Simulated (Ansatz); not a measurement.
ZnS in space group P4/nmm (No. 129; Zn on 2c, S on 2a) at seven volumes, plane-wave PAW PBE+D3(BJ) (Ansatz code), shape and atoms relaxed at each. One row is withheld.

| V (Å³/atom) | P (GPa) |
|---|---|
| 19.708 | 2.16 |
| 20.358 | 1.26 |
| 21.008 | ? |
| 21.657 | 0.00 |
| 22.307 | -0.39 |
| 22.957 | -0.70 |
| 23.606 | -0.91 |

### Question
Fit the shown pressures and predict the withheld one.

### Answer
Third-order Birch–Murnaghan: P = (3/2)B₀(x^(7/2) − x^(5/2))[1 + (3/4)(B′ − 4)(x − 1)] with x = (V₀/V)^(2/3). Least squares on the six rows gives V₀ = 21.670 Å³/atom, B₀ = 15.49 GPa, B′ = 8.42. At V = 21.008, x = 1.0209 and P = 0.55 GPa. The run itself gave 0.52 GPa.

The cell is a constructed one: a structure type filled with these elements; neither database checked (COD, Materials Project) lists it. It is not the phase usual at ambient conditions (space group No. 186, 216). The PBE+D3(BJ) relaxation kept the symmetry of its start; whether a distortion lowers the energy is not shown.

Potentials: the earlier of the program's two PAW sets.
